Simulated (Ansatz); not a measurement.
The start is a relaxed ZrGe cell shaken by Gaussian noise of σ = 0.08 Å a coordinate. The cell and all atomic positions are relaxed at zero pressure with r2SCAN (plane waves to 500 eV, PAW, scalar-relativistic; Ansatz, an electronic-structure program). The first steps use a coarse 7×7×2 k-mesh.

Initial structure:
```
CELL_PARAMETERS angstrom
      3.81393     0.00000     0.00000
     -1.90696     3.30296     0.00000
      0.00000     0.00000    13.29421
ATOMIC_POSITIONS crystal
  Zr 0.33063 0.65812 0.12099
  Zr 0.64446 0.32474 0.62783
  Zr 0.71901 0.34321 0.88845
  Zr 0.37014 0.68075 0.37865
  Ge 0.01334 0.99199 0.99833
  Ge 0.02155 0.99498 0.49818
  Ge 0.32557 0.67002 0.74881
  Ge 0.63961 0.33508 0.24756
```

Q: Which atoms feel the largest initial force, and how large is it?

A: About 1.8 eV/Å, on Zr3 (atoms numbered as listed).

Q: By how much does the energy per atom fall from start to end?

A: 0.05 eV/atom.

Q: Is the parent structure recovered?

A: It relaxes back to the parent, P6₃/mmc (No. 194).

Q: How do the shortest distances between atoms change?

A: The closest pairs of elements (up to four, under 3.6 Å), start → end: Ge–Zr 2.59 → 2.72 Å; Zr–Zr 3.43 → 3.45 Å.

Q: What band gap does the relaxed structure have at this level?

A: Zero (metallic).

Final values are on a 14×14×4 k-mesh of the relaxed cell. No spin polarisation in the result.

The relaxed structure here is a generated cell of ZrGe: the first start was made by placing the elements on the sites of a structure type, and the end was not matched to a known phase here, so it may be hypothetical.
